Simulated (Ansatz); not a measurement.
InAs:
```
InAs
1.0
    0.00000     2.82585     2.82585
    2.82585     0.00000     2.82585
    2.82585     2.82585     0.00000
As In
1 1
Direct
  0.00000   0.00000   0.00000
  0.50000   0.50000   0.50000
```

Relaxed with PBEsol. Special points in fractions of this cell's reciprocal vectors: Γ (0.000, 0.000, 0.000); X (0.500, 0.000, 0.500); U (0.625, 0.250, 0.625); K (0.375, 0.375, 0.750); L (0.500, 0.500, 0.500); W (0.500, 0.250, 0.750).

Problem. List the band energies nearest the Fermi level at these points for plane-wave PAW PBEsol (Ansatz code).

Solution. In eV from the Fermi level; about four levels below and three above (degenerate sets whole), none deeper than 8.9 eV; points with the same levels are listed once.

```tsv
k	below	above
Γ	-0.29 -0.17 -0.17 -0.17	7.27 7.27 7.27
X	-5.00 -2.88 -2.36 -2.36	3.78 9.64 9.64
U	-5.23 -4.43 -1.67 -0.07	5.57 7.03 8.26
L	-6.77	0.26 0.26 2.15
W	-4.89 -3.93 -3.93	2.43 4.23 6.91 6.91
```

Space group Fm-3m (rock salt). The cell is a constructed one: a structure type filled with these elements; the Crystallography Open Database copy checked does not list it. It is not the phase usual at ambient conditions (space group No. 216). The cell was relaxed with PBEsol under the symmetry of its start; of distortions, only those at the zone centre were tested. Spin–orbit coupling is left out wherever it is not named.

Potentials: the later of the program's two PAW sets.
